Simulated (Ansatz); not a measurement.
Ba$_{3}$PbO (anti-perovskite, Pm-3m) at seven volumes, r²SCAN (plane waves, PAW; program Ansatz), scaled uniformly. One row is withheld.

```tsv
V (Å³/atom)	P (GPa)
30.104	4.50
31.096	?
32.089	1.26
33.081	0.00
34.073	-1.07
35.066	-1.99
36.058	-2.76
```

Task: Fit the shown pressures and predict the withheld one.

Result: Third-order Birch–Murnaghan: P = (3/2)B₀(x^(7/2) − x^(5/2))[1 + (3/4)(B′ − 4)(x − 1)] with x = (V₀/V)^(2/3). Least squares on the six rows gives V₀ = 33.081 Å³/atom, B₀ = 38.74 GPa, B′ = 4.41. At V = 31.096, x = 1.0421 and P = 2.75 GPa. The run itself gave 2.75 GPa.

The workflow started from an entry of the Crystallography Open Database (COD). Whether it is the stable phase at ambient conditions was not checked. The cell was relaxed with r²SCAN under the symmetry of its start; its stability against distortions is not shown here. Spin–orbit coupling is left out wherever it is not named.

Potentials: the later of the program's two PAW sets.
